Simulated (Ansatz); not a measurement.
P2Pd in space group C2/c (No. 15; P on 8f, Pd on 4c) under volume change, r²SCAN (plane waves, PAW; program Ansatz), shape and atoms relaxed at each volume.

```
V (Å³/atom)  E − E(relaxed) (meV/atom)  P (GPa)
-----------  -------------------------  -------
15.353                            53.5    12.24
15.859                            22.5     7.52
16.365                             5.4     3.48
16.872                             0.0     0.00
17.378                             4.8    -2.98
17.884                            18.4    -5.56
18.390                            39.6    -7.79
```

Problem. What does a third-order Birch–Murnaghan fit give for V₀, B₀ and B′?

Solution. V₀ = 16.87 Å³/atom, B₀ = 107 GPa, B′ = 4.0.

The workflow started from a Materials Project entry (that database holds measured and hypothetical structures alike); the Crystallography Open Database copy checked does not list it. Its standing as an ambient phase is unchecked. Symmetry was held in the r²SCAN relaxation; whether a distortion lowers the energy is not shown. No spin polarisation was allowed.

Potentials: the later of the program's two PAW sets.
